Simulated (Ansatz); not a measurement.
Zn₅S₃O₂: rattling a relaxed structure

It was reached by relaxing an invented guess, and it needn't be the stable form of this composition.

All numbers below come from DFT PBE, scalar-relativistic, plane waves, PAW (Ansatz 0.2.0). Cutoff 420 eV; k points 10×10×10 on the computed 10-atom cell (Γ-centred); Gaussian smearing, width 0.02 eV; no spin polarisation.

The cell below (10 atoms, space group Imm2 (No. 44)) is relaxed within its symmetry.

```
Zn S O
1.0
    -1.81468    9.08891    2.52083
     1.81468   -9.08891    2.52083
     1.81468    9.08891   -2.52083
Zn S O
5 3 2
Direct
  0.78204 0.09636 0.68568
  0.41068 0.09636 0.31432
  0.06912 0.16890 0.90022
  0.58871 0.08871 0.50000
  0.26869 0.16891 0.09978
  0.67932 0.87824 0.80108
  0.87744 0.87744 0.00000
  0.07716 0.87824 0.19892
  0.27880 0.87342 0.40538
  0.46804 0.87342 0.59462
```

For the test it was strained at random (σ = 1.5 % a component), the atoms were moved at random (σ = 0.05 Å), and all was relaxed again on a coarse 4×4×4 mesh (in the run’s order of axes) with 0.10 eV smearing, with no symmetry imposed.

**Question.** Does it come back?

**Answer.** It returns, within 1 meV/atom of the unmoved cell on that mesh and with the same symmetry when read at 0.1 Å (C2 at 0.01 Å, so small strains and shifts remain). So it is stable against the distortions that fit this cell and that this random move excites. Modes that don't fit the cell aren't tested.
